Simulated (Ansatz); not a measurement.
5 guesses for Ge3Te2O and where they end

Computed with Ansatz, DFT PBE, scalar-relativistic, plane waves, PAW. All cells share a 420 eV cutoff and Γ-centred k meshes spaced at most about 0.3 Å⁻¹ (about 0.25 or finer for metals, 2π included). No spin polarisation in the final relaxations.

Each guess was relaxed in cell and atoms at zero pressure, within the symmetry of its start. These are static total energies at zero pressure. Coordination counts Ge or Te atoms around O (for each partner element, those within 1.25 times its shortest distance or 1.15 times the sum of covalent radii, where it is the nearest in units of that sum or under 1.3; the shortest distance is added where it exceeds 1.18 times the sum of covalent radii).

```
guess      made from  start group  V start (Å³/atom)  end group  V end (Å³/atom)  coordination at the end  gap on mesh (eV)  E over the lowest end (meV/atom)
    1  Ce2AlFe3 type         R-3m               21.3       R-3m             21.4           O 6 from 2.6 Å                 0                               311
    2  Zr2Sb3Pd type        P-4m2               22.4      P-4m2             21.6           O 4 from 2.3 Å                 0                               179
    3    random cell         Immm               23.4          ?                ?                        ?                 ?                                 ?
    4  Sn2GeTe3 type        P-3m1               23.6      P-3m1             21.7           O 6 from 2.5 Å                 0                                 0
    5   GdB2Ir3 type       P6/mmm               21.5     P6/mmm             22.8           O 6 from 3.0 Å                 0                               646
```

Guess 3 as it starts:

```
Ge Te O
1.0
    -2.65837    3.12944    4.21685
     2.65837   -3.12944    4.21685
     2.65837    3.12944   -4.21685
Ge Te O
3 2 1
Cartesian
  0.0000 2.0788 0.0000
  0.0000 4.1800 0.0000
  0.0000 0.0000 0.0000
  2.6584 1.4275 0.0000
  0.0000 1.7019 4.2169
  0.0000 0.0000 4.2169
```

Problem. Fill in the missing row: what does this guess relax into, and where does it rank?

Solution. It ends in space group Immm (No. 71), with a = 5.767 Å, b = 5.867 Å, c = 8.108 Å, 22.9 Å³/atom and no gap. It lies 287 meV/atom over the lowest end, above guess 2 and below guess 1. Counting Ge or Te atoms around O, this end has O 2 and the lowest (guess 4) has O 6 from 2.5 Å. This end holds Ge–Ge units of three or more atoms (shortest 2.58 Å); in the lowest (guess 4) the shortest Ge–Ge distance is 3.11 Å.

```yaml
crystal:
  lattice:
    - [-2.88347, 2.93364, 4.05396]
    - [2.88347, -2.93364, 4.05396]
    - [2.88347, 2.93364, -4.05396]
  atoms:
    - { symbol: Ge, position: [0.68173, 0.68173, 0.00000] }
    - { symbol: Ge, position: [0.31827, 0.31827, 0.00000] }
    - { symbol: Ge, position: [0.00000, 0.00000, 0.00000] }
    - { symbol: Te, position: [0.27209, 0.77209, 0.50000] }
    - { symbol: Te, position: [0.72791, 0.22791, 0.50000] }
    - { symbol: O, position: [0.00000, 0.50000, 0.50000] }
```

The zero of energy is the elements' standard structures at the same level (O₂ as a molecule); no fitted shifts are applied.

Problem. Is the lowest end bound against the elements?

Solution. Yes: its formation energy is −0.12 eV/atom. Whether it is stable depends on the other phases of the system, which aren't compared here.

No dispersion correction is applied, so the spacing and binding between layers, chains or molecules are poorly described (P-4m2, P6/mmm), and this can change margins and order among such cells. Spin–orbit coupling, which can matter for Te, is left out. The zero gap of P-3m1 may come from the functional, which often closes small gaps. The reference form of Te is held partly by dispersion forces, which this level lacks. Cells relaxed within their symmetry can be saddle points. A lower structure may well exist outside this small set. Some candidate types were left out of the draw beforehand, so a known form may be missing.
